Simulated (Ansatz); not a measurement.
This run works on a generated trial structure, not on a known crystal.

Input and command of a plane-wave DFT calculation in Ansatz:

```yaml
crystal:
  lattice:
    - [0.0, 5.3707237256, 5.3707237256]
    - [5.3707237256, 0.0, 5.3707237256]
    - [5.3707237256, 5.3707237256, 0.0]
  atoms:
    - { symbol: Mn, position: [0.5, 0.5, 0.5], spin: 4.5 }
    - { symbol: Pd, position: [0.0, 0.0, 0.0] }
    - { symbol: C, position: [0.8121113644, 0.1878886356, 0.1878886356] }
    - { symbol: C, position: [0.1878886356, 0.8121113644, 0.1878886356] }
    - { symbol: C, position: [0.1878886356, 0.1878886356, 0.8121113644] }
    - { symbol: C, position: [0.1878886356, 0.8121113644, 0.8121113644] }
    - { symbol: C, position: [0.8121113644, 0.1878886356, 0.8121113644] }
    - { symbol: C, position: [0.8121113644, 0.8121113644, 0.1878886356] }
    - { symbol: "N", position: [0.704006295, 0.295993705, 0.295993705] }
    - { symbol: "N", position: [0.295993705, 0.704006295, 0.295993705] }
    - { symbol: "N", position: [0.295993705, 0.295993705, 0.704006295] }
    - { symbol: "N", position: [0.295993705, 0.704006295, 0.704006295] }
    - { symbol: "N", position: [0.704006295, 0.295993705, 0.704006295] }
    - { symbol: "N", position: [0.704006295, 0.704006295, 0.295993705] }
basis:
  ecutwfc: 420
kpoints:
  mp_grid: { grid: [6, 6, 6] }
hamiltonian:
  xc: pbe
scf:
  occupations: { method: gaussian, width: 0.02 }
output:
  forces: true
  stress: true
  eigenvalues: true
  populations: true
  write_density: true
  write_potential: true
  elf: true
  volumetric_format: npy
magnetization:
  spin_polarized: true
relax:
  adjacent_minimum: "off"
  f_tol: 0.01
  max_steps: 80
  cell: { stress_tol: 0.05 }
```

```bash
ansatz run input.yaml --threads 1 --pin off --max-ram 2560MiB --backend cpu --events-out ev --progress --plain --runs-dir out
```

Processor: Intel(R) Xeon(R) 6975P-C (Granite Rapids), 1 thread, on a host shared with other jobs.

**Question.** Estimate time, memory and problem size.

**Answer.** About 71 s, peak memory 0.95 GiB. It solves 60 bands at 16 k points (after reduction by symmetry) with about 5985 plane waves (on the last cell), in 28 SCF iterations over 3 ionic steps.
